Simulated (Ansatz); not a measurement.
BN (rock salt, Fm-3m) at seven volumes, DFT-r²SCAN in the program Ansatz with PAW potentials, scaled uniformly. One row is withheld.

```json
[
 {"V (Å³/atom)": "4.842", "P (GPa)": "?"},
 {"V (Å³/atom)": "5.002", "P (GPa)": "27.68"},
 {"V (Å³/atom)": "5.162", "P (GPa)": "12.83"},
 {"V (Å³/atom)": "5.321", "P (GPa)": "0.01"},
 {"V (Å³/atom)": "5.481", "P (GPa)": "-11.07"},
 {"V (Å³/atom)": "5.641", "P (GPa)": "-20.64"},
 {"V (Å³/atom)": "5.800", "P (GPa)": "-28.89"}
]
```

### Question
Fit the shown pressures and predict the withheld one.

### Answer
P = (3/2)B₀(x^(7/2) − x^(5/2))[1 + (3/4)(B′ − 4)(x − 1)] with x = (V₀/V)^(2/3). Least squares on the six rows gives V₀ = 5.321 Å³/atom, B₀ = 397 GPa, B′ = 3.89. At V = 4.842, x = 1.0649 and P = 44.99 GPa. The run itself gave 44.86 GPa.

The cell is a constructed one: a structure type filled with these elements; neither database checked (COD, Materials Project) lists it. It is not the phase usual at ambient conditions (space group No. 186, 194, 216). The r²SCAN relaxation kept the symmetry of its start; its stability against distortions is not shown here.

Potentials: the later of the program's two PAW sets.
